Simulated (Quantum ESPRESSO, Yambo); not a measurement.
At a photon energy of 5.62 eV, RPA with local fields on PBEsol bands shifted by a G0W0 scissor of 0.72 eV (Quantum ESPRESSO and Yambo; 6×6×6 mesh, 59 bands, 4 Ry local-field block, 0.2 eV broadening) gives ε = 4.99 + 2.5i for RbLuO2 (space group R-3m, No. 166), field along x. Axes are Cartesian, with cell vectors (Å) (1.69, 0.98, 6.43), (-1.69, 0.98, 6.43), (0.00, -1.95, 6.43).

Work out n, κ, the normal-incidence reflectivity, the absorption coefficient and the penetration depth.


|ε| = 5.58; n = √((|ε| + ε1)/2) = 2.30, κ = √((|ε| − ε1)/2) = 0.54. R = ((n − 1)² + κ²)/((n + 1)² + κ²) = 0.18. α = 2Eκ/(ħc) with ħc = 197.327 eV nm: 0.0310 per nm = 3.1 × 10⁵ per cm, a 1/e depth of 32 nm. The computed direct gap is 4.16 eV, and the energy scale of the real crystal may differ from it. Excitonic effects are left out, and values at one energy depend on mesh and broadening. The scissor comes from a G0W0 run whose convergence isn't established. Convergence of the RPA response with its 6×6×6 mesh was not tested.

Geometry relaxed with PBEsol; primitive cell a = b = c = 6.7155 Å, α = β = γ = 29.17°.
